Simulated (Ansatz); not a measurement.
A geometry of TaRu away from equilibrium: the start of the relaxation of a relaxed TaRu cell displaced along its unstable phonon at q = (½, 0, 0) of its primitive reciprocal cell (46i cm⁻¹), largest move 0.15 Å. Method: PBEsol (plane waves to 420 eV, PAW, scalar-relativistic; Ansatz, a program for electronic structure). Γ-centred k-mesh 4×7×11 on the run's cell (coarser than for final values), Fermi–Dirac smearing 0.05 eV.

```xyz
8
Lattice="6.1011 -6.7396 0.0000 3.0505 3.3698 0.0000 0.0000 0.0000 3.0128" Properties=species:S:1:pos:R:3:forces:R:3 pbc="T T T" free_energy=-62494.524 pressure_GPa=0.7
Ru     3.0694    -1.6754     1.5064   -0.0549    0.2865    0.0000
Ru     6.0822    -5.3428     1.5064   -0.2231    0.6189    0.0000
Ru     3.0316     1.6754     1.5064    0.0549   -0.2865    0.0000
Ru     6.1200    -1.3968     1.5064    0.2231   -0.6189    0.0000
Ta     1.5002    -0.0402     0.0000    0.1471   -0.2242    0.0000
Ta     4.7684    -3.3296     0.0000   -0.3424    0.0405    0.0000
Ta     4.6008     0.0402     0.0000   -0.1471    0.2242    0.0000
Ta     7.4337    -3.4100     0.0000    0.3424   -0.0405    0.0000
```

Positions in Å, forces in eV/Å, free energy of the cell in eV (comparable only within this code, potentials and settings). Largest force: 0.66 eV/Å, on Ru2, Ru4 (atoms numbered as listed); the geometry lies 0.01 eV/atom above the end of its relaxation.

No spin polarisation in the result.

The run could not lose the symmetry of its start, so the end can be a saddle point.

Of the parent cell (Cmmm (No. 65)): The first start was generated by placing the elements on the sites of a structure type. Materials Project lists a structure of TaRu in the same space group, Cmmm (No. 65); the sites were not compared with it, nor with measured phases.

The end of the path is a generated cell of TaRu: the first start was made by placing the elements on the sites of a structure type, and the end was not matched to a known phase here, so it may be hypothetical.
